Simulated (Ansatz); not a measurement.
Values for one crystal, relaxed and computed with DFT-LDA in the program Ansatz with PAW potentials; other levels are named.

```yaml
volume_per_atom: 17.68 Å³
electronic_character: metallic (no gap)
Formation energy from the elements (no fitted shifts): -0.26 eV/atom
Bulk modulus (Birch–Murnaghan fit): 90.9 GPa
highest_zone_centre_frequency: 195 cm⁻¹
debye_temperature_from_the_elastic_constants: 370 K
Pressure derivative B′: 4.3
```

Q: Which of these materials gives this?
A) NbC, rock salt
B) AlAs, rock salt
C) VN, rock salt
D) InGaAs2, P-4m2 (In on 1d, Ga on 1b, As on 2g)

A: B, AlAs, rock salt

Space group Fm-3m (rock salt). The workflow started from a Materials Project entry (that database holds measured and hypothetical structures alike); the Crystallography Open Database copy checked does not list it. It is not the phase usual at ambient conditions (space group No. 216). The cell was relaxed with LDA under the symmetry of its start; whether a distortion lowers the energy is not shown. As this level gives no gap, shear constants depend on the k-mesh and smearing (Fermi–Dirac, 0.1 eV here). As this level gives no gap, phonon frequencies hold no LO–TO term and depend on the k-mesh and smearing (Fermi–Dirac, 0.1 eV here). The references are the lowest solids computed at this level, not always the standard phases. Spin–orbit coupling is left out wherever it is not named.

Potentials: the later of the program's two PAW sets.
